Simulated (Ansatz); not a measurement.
A distorted cell of ZnS (zinc blende):

```
CELL_PARAMETERS angstrom
      0.00000     2.64498     2.85657
      2.64498     0.00000     2.85657
      2.64498     2.64498     0.00000
ATOMIC_POSITIONS crystal
  S  0.75000 0.75000 0.75000
  Zn 0.00000 0.00000 0.00000
```

Calculation: PBEsol (plane waves to 420 eV, PAW, scalar-relativistic; Ansatz, a first-principles code). k mesh 11×11×11 (Γ-centred), Fermi-Dirac smearing 0.05 eV. Energies are smeared free energies. Compression counts positive. The PAW data are Ansatz's earlier set. ZnS was relaxed with its symmetry unable to fall.

Q: Give the stress tensor in GPa and the pressure.

A: 
```
  -1.70     0.00     0.00
   0.00    -1.70     0.00
   0.00     0.00    -5.52
```
The pressure, a third of the trace, is -2.98 GPa.

Q: It is the relaxed cell deformed to V/V₀ = 1.040, (c/a)/(c/a)₀ = 1.080, c along z, fractional positions held. What is its energy relative to the relaxed cell?

A: 18.8 meV/atom.

(Under strain, the slope of the energy per volume gives the stress and its curvature an elastic modulus.)
